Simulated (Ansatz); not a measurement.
TiC:
Space group Fm-3m (No. 225); a = 4.261 Å, b = 4.261 Å, c = 4.261 Å, α = 90.00°, β = 90.00°, γ = 90.00°

| atom | site | symmetry | x | y | z |
|---|---|---|---|---|---|
| C | 4a | m-3m | 0.0000 | 0.0000 | 0.0000 |
| Ti | 4b | m-3m | 0.5000 | 0.5000 | 0.5000 |
(The calculation used a cell of 2 atoms; values per cell refer to that cell.)

Relaxed with LDA.

Question: Decompose the optical modes at the zone centre into irreducible representations, and say which are infrared and Raman allowed.

Answer: Point group m-3m: Γ_opt = T1u. Infrared: T1u. Raman: none.

Question: Assign frequencies (DFPT, LDA in the plane-wave PAW code Ansatz).

Answer: T1u 553 cm⁻¹.

The cell was relaxed with LDA under the symmetry of its start; of distortions, only those at the zone centre were tested. The run is not spin-polarised. As this level gives no gap, phonon frequencies hold no LO–TO term and depend on the k-mesh and smearing (Fermi–Dirac, 0.1 eV here).

Potentials: the later of the program's two PAW sets.
